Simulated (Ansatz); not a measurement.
**MgO: computed property card**

MgO:
```
MgO
1.0
    3.30431     0.00000     0.00000
   -1.65215     2.86161     0.00000
    0.00000     0.00000     5.01562
Mg O
2 2
Direct
  0.33333   0.66667   0.00351
  0.66667   0.33333   0.50351
  0.33333   0.66667   0.40109
  0.66667   0.33333   0.90109
```

Space group P6_3mc (No. 186), wurtzite; conventional cell a = 3.304 Å, b = 3.304 Å, c = 5.016 Å, α = 90.00°, β = 90.00°, γ = 120.00°.

Method: the program Ansatz at the PBEsol level (PAW). Geometry: relaxed at this level of theory. Other levels are named where they apply.

**Cell and energy**

```yaml
volume_per_atom: 11.86 Å³
density: 2.82 g/cm³
Formation energy from the elements (no fitted shifts): -2.62 eV/atom
```

**Electronic structure**

```yaml
band_gap: 3.36 eV (direct)
valence_band_maximum: at Γ
conduction_band_minimum: at Γ
electron_effective_mass: 0.34 mₑ (isotropic)
hole_effective_mass: 0.36, 5.7, 5.7 mₑ (principal values)
HSE06 gap on the PBEsol cell: 5.09 eV
```

**Mechanics**

```yaml
Elastic constants (relaxed ions, GPa): C11 = 190, C12 = 102, C13 = 97.4, C33 = 103, C44 = 61.2
mechanical_stability: stable (all eigenvalues of C positive)
hill_bulk_and_shear_moduli: 111 and 40.5 GPa
Young's modulus: 108 GPa
Poisson's ratio: 0.34
debye_temperature_from_the_elastic_constants: 555 K
Piezoelectric stress constants (proper, relaxed ions, C/m²): e15 = e24 = -0.37, e31 = e32 = -0.73, e33 = 2.06
```

**Dielectric response**

```yaml
Electronic dielectric constant ε∞ (DFPT): 3.03 (xx = yy), 3.14 (zz)
Static dielectric constant ε0 (ions relaxed, cell fixed): 5.59 (xx = yy), 7.36 (zz)
Born charges (a third of the trace): Mg +1.83, O -1.83 e
Largest static χ(2) component: 5.5 pm/V
```

**Phonons**

```yaml
Highest zone-centre frequency (without LO–TO term): 520 cm^-1
zone_centre_stability: no imaginary mode at Γ
dynamical_stability_on_the_path: stable (no imaginary branch)
zero_point_energy: 73.3 meV/atom
Vibrational entropy at 300 K: 15.4 J/(K·mol of atoms)
```

The workflow started from a Materials Project entry (that database holds measured and hypothetical structures alike); the Crystallography Open Database copy checked does not list it. It is not the phase usual at ambient conditions (space group No. 225). The PBEsol relaxation kept the symmetry of its start. Signs of piezoelectric constants follow the polarity of the cell as given. The references are the lowest solids computed at this level, not always the standard phases (solids in place of the gases).

Potentials: the earlier of the program's two PAW sets. The files were generated under PBE; for other functionals the program regenerates the frozen cores, and for LDA and PBEsol the local potential too.
